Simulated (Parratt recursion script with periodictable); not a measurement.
## How much of the 13.5 nm reflection of a Si/Mo multilayer on Si survives under a film?

```
layer, from the top  thickness (Å)  density (g/cm³)  rms roughness of its top face (Å)  δ at 13.5 nm  β at 13.5 nm
-------------------  -------------  ---------------  ---------------------------------  ------------  ------------
Si (in each period)             35            2.313                                  0  9.927 × 10⁻⁴      0.001813
Mo (in each period)             35           10.026                                  0       0.07476      0.006314
Si (substrate)                   –            2.313                                  0  9.927 × 10⁻⁴      0.001813
```

The refractive index is n = 1 − δ + iβ; the runs take δ and β at each wavelength of the scan. Vacuum lies above.

Densities are inputs, not measurements. They were set from computed cells of the Materials Project: Si from entry mp-149 (Fd-3m, 2.313 g/cm³); Mo from entry mp-129 (Im-3m, 10.026 g/cm³); Al2Cu from entry mp-998 (I4/mcm, 4.534 g/cm³). A layer's crystal structure does not enter its constants, only its composition and density.

Simulated, not measured: EUV and soft X-ray reflectivity, Parratt recursion, Névot-Croce roughness, Henke tables (Parratt recursion script with periodictable 1.7.1).

Light falls along the surface normal, where s and p polarisation coincide. The wavelength is scanned from 12.42 to 14.58 nm in 161 evenly spaced points, without smoothing. R at 13.5 nm is the value at the middle scan point.

The pair is repeated 60 times. A second run adds one film on top, with a smooth surface.

```
film   thickness d (Å)  density (g/cm³)  δ at 13.5 nm  β at 13.5 nm  R at 13.5 nm (%)
-----  ---------------  ---------------  ------------  ------------  ----------------
none                 –                –             –             –              71.3
Al2Cu              100            4.534      0.008085       0.03967                 ?
```

Q: Estimate R at 13.5 nm under 100 Å of Al2Cu.

A: Light crosses the film twice, so the mirror's amplitude R₀^½ falls to a = R₀^½ exp[−4πβ(1 − δ)d/(λc)], with λ = 135 Å and c = [(1 − δ)² − sin²α]^½ (sin²α = 0.0000). The film surface reflects an amplitude of about f = |(1 − n)/(1 + n)|, the value for a smooth face at normal incidence, whose phase against a this estimate leaves open. Reflection at the film's lower face is left out.

For Al2Cu: c = 0.9919, exponent 4πβ(1 − δ)d/(λc) = 0.369, a = 0.584, a² = 34.1 %; f = 0.020. With f in or out of phase, (a ± f)² spans 31.8 to 36.5 %.

The run gave 35.3 %, 1.04 times a² and inside that span.
